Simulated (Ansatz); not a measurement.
BP:
```
BP
1.0
    3.27649     0.00000     0.00000
   -1.63825     2.83753     0.00000
    0.00000     0.00000     7.00484
B P
3 3
Direct
  0.00000   0.50000   0.33333
  0.50000   0.50000   0.66667
  0.50000   0.00000   0.00000
  0.00000   0.50000   0.83333
  0.50000   0.50000   0.16667
  0.50000   0.00000   0.50000
```

Relaxed with r²SCAN. Special points in fractions of this cell's reciprocal vectors: Γ (0.000, 0.000, 0.000); M (0.500, 0.000, 0.000); K (0.333, 0.333, 0.000); A (0.000, 0.000, 0.500); L (0.500, 0.000, 0.500); H (0.333, 0.333, 0.500).

Task: List the band energies nearest the valence-band maximum at these points for DFT-r²SCAN in the program Ansatz with PAW potentials.

Result: In eV from the valence-band maximum; about four levels below and three above (degenerate sets whole), none deeper than 8.9 eV; points with the same levels are listed once.

| k | below | above |
|---|---|---|
| Γ | -1.30 -1.30 -1.02 0.00 | 2.68 2.68 3.33 3.33 |
| M | -4.31 -3.48 -2.98 -2.67 | 0.23 0.84 1.24 |
| K | -6.15 -6.15 -3.69 -2.72 -2.72 | 1.60 2.90 2.90 |
| A | -1.41 -1.23 -1.23 -0.73 | 2.30 2.65 2.94 |
| L | -4.18 -4.07 -3.47 -3.22 | 2.16 2.38 2.74 |
| H | -6.24 -6.24 -3.40 -2.99 | 3.26 4.50 4.75 4.75 |

Space group P6_422. The start of the workflow was typed in or built on a structure type; neither database checked (COD, Materials Project) lists it. It is not the phase usual at ambient conditions (space group No. 216). The cell was relaxed with r²SCAN under the symmetry of its start; whether a distortion lowers the energy is not shown.

Potentials: the later of the program's two PAW sets.
